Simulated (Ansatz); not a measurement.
CuI:
```
CuI
1.0
    0.00000     2.96970     2.96970
    2.96970     0.00000     2.96970
    2.96970     2.96970     0.00000
I Cu
1 1
Direct
  0.75000   0.75000   0.75000
  0.00000   0.00000   0.00000
```

Relaxed with PBEsol. Special points in fractions of this cell's reciprocal vectors: Γ (0.000, 0.000, 0.000); X (0.500, 0.000, 0.500); U (0.625, 0.250, 0.625); K (0.375, 0.375, 0.750); L (0.500, 0.500, 0.500); W (0.500, 0.250, 0.750).

### Question
List the band energies nearest the valence-band maximum at these points for the program Ansatz at the PBEsol with spin–orbit coupling level (PAW).

### Answer
In eV from the valence-band maximum; about four levels below and three above (degenerate sets whole), none deeper than 8.9 eV; points with the same levels are listed once.

```tsv
k	below	above
Γ	0.00 0.00 0.00 0.00	1.00 1.00 4.54 4.54
X	-1.97 -1.97 -1.82 -1.82	2.30 2.30 2.62 2.62
U	-2.03 -1.85 -1.65 -1.57	2.77 2.77 4.37
L	-1.07 -1.07 -0.91 -0.91	1.94 1.94 5.14 5.14
W	-2.01 -2.01 -1.68 -1.59	4.16 4.37 4.54
```

Space group F-43m (zinc blende). The PBEsol relaxation kept the symmetry of its start. The run is not spin-polarised.

Potentials: the later of the program's two PAW sets.
